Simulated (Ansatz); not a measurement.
## Structures of YTiGe: which is lowest?

Plane-wave DFT in Ansatz with scalar-relativistic PAW potentials, cutoff 500 eV, Γ-centred meshes chosen by cell and gap, Gaussian smearing with energies taken to zero width. Every cell was relaxed (cell and atoms) in a run of its own, within the symmetry of its start. Functional: r2SCAN.

Relaxed structures (starts from databases or built by putting these elements on another compound's sites):
A. P4/nmm, 6 atoms in the computed cell, a = 4.056 Å, c = 7.659 Å; sites (symmetry × multiplicity) Y 4mm × 2, Ti -4m2 × 2, Ge 4mm × 2; start: database
B. I4/mmm, 6 atoms in the computed cell, a = 4.066 Å, c = 15.283 Å; sites (symmetry × multiplicity) Y 4mm × 4, Ti mmm. × 4, Ge 4mm × 4; start: database

Q: Rank them by energy. Could pressure change the order?

A:
```csv
structure,group,E − E(lowest) (meV/atom),V (Å³/atom),gap on mesh (eV)
A,P4/nmm,0.0,21.00,0.00
B,I4/mmm,41,21.05,0.00
```

A is lowest, 41 meV/atom under B. The two lowest differ in volume by under 3 %, too little for a first-order estimate of what pressure does to that pair (other pairs aren't weighed here); with rigid cells even 3 % in favour of the higher one would need about 11 GPa. Other structures may lie lower than all of these, and vibrations aren't counted.